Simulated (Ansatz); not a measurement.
**Formation energy of EuNi2 (AlB2-type structure)**

Level of theory: DFT, PBEsol, scalar-relativistic, collinear spin; plane waves to 420 eV with PAW datasets (Ansatz 0.2.0), Γ-centred 10×10×8 mesh, 0.05 eV Gaussian smearing; PAW files: Ansatz's generated set soft_2.

The cell came from substitution into a structure type; whether the compound takes it is for experiment to say.

Symmetry: P6/mmm, No. 191, hexagonal system. Conventional cell: a = 3.914 Å, b = 3.914 Å, c = 3.996 Å, α = 90.00°, β = 90.00°, γ = 120.00°. Eu (site symmetry 6/mmm) has 12 Ni at 3.02 Å as nearest neighbours. Ni (site symmetry -6m2) is surrounded by 3 Ni at 2.26 Å. (Neighbours are counted to 15 % beyond the shortest distance.)

The elements were computed in their standard states with the same datasets, cutoff and functional. The compound's run is ferromagnetic, with site spin moments Eu 6.57 μB. Absolute energies hang on the potentials; compare differences alone.

Energy of the relaxed cell (3 atoms, smearing extrapolated to zero): -20274.764 eV. Elements, in eV/atom: Eu -8664.407, Ni -5804.974.

What is the formation energy?

[-20274.764 − (1 × -8664.407 + 2 × -5804.974)] / 3 = -0.14 eV/atom, or -13 kJ per mole of atoms.

The value is for 0 K, without zero-point energy. A negative value shows stability against the elements alone, not against other compounds or structures.

Without a U the 4f levels of Eu lie too near the Fermi level, so their share of the states there, and what hangs on it, is overstated. No spin–orbit coupling, a notable omission for heavy elements. Site moments are of spin, integrated over atomic spheres. Only parallel moments were tried, so the real magnetic order may be another.
